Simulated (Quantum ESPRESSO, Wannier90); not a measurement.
## Wannier functions of Si₂W (I4/mmm)

```xyz
3
Lattice="3.2147 0.0000 0.0000 0.0000 3.2147 0.0000 -1.6074 -1.6074 3.9010" Properties=species:S:1:pos:R:3 pbc="T T T"
Si     1.6074     1.6074    -1.2874
Si    -1.6074    -1.6074     1.2874
W      0.0000     0.0000     0.0000
```

Structure: Materials Project mp-1620, symmetrised, not relaxed again. COD (Crystallography Open Database) has an entry of this formula and space group (matched by these alone). Method: PBEsol plane waves in Quantum ESPRESSO 7.5 (PseudoDojo norm-conserving files, 60 Ry, no spin polarisation, no spin-orbit coupling), Bloch states on a 10×10×10 mesh through Γ, Wannier90 4.0.1. Density: 10×10×10 mesh, cold smearing 0.01 Ry. Spin-orbit coupling is left out although heavy elements are present.

A tight-binding model is made by disentanglement and projection with no localisation steps (num_iter = 0), so the 17 orbitals stay atom-like: hydrogen-like Si: s;p; W: s;p;d, axes along x, y, z; frozen window up to 1.50 eV relative to the Fermi level. It follows pw.x to 3.2 meV rms for states up to 1.0 eV relative to the Fermi level. Matrix elements depend on this choice of orbitals and windows.

What are the on-site energies relative to the Fermi level, and how fast do the hoppings decay?


```
atom     orbitals  energy (eV)
----  -----------  -----------
Si1             s        -3.44
Si1            pz         3.41
Si1         px py         2.91
Si2             s        -3.44
Si2            pz         3.41
Si2         px py         2.91
W3              s         2.40
W3             pz         8.31
W3          px py         8.27
W3    dz2 dxz dyz         0.16
W3         dx2-y2         0.01
W3            dxy         0.11
```

| distance of the centres (Å) | largest modulus (eV) |
|---|---|
| 2–3 | 3.9 |
| 3–4 | 1.3 |
| 4–5 | 1.4 |
| 5–6 | 0.49 |
| 6–7 | 0.24 |
| 7–8 | 0.58 |
| 8–9 | 0.045 |
| 9–10 | 0.061 |
| 10–11 | 0.036 |
| 11–12 | 0.033 |
| 12–13 | 0.015 |
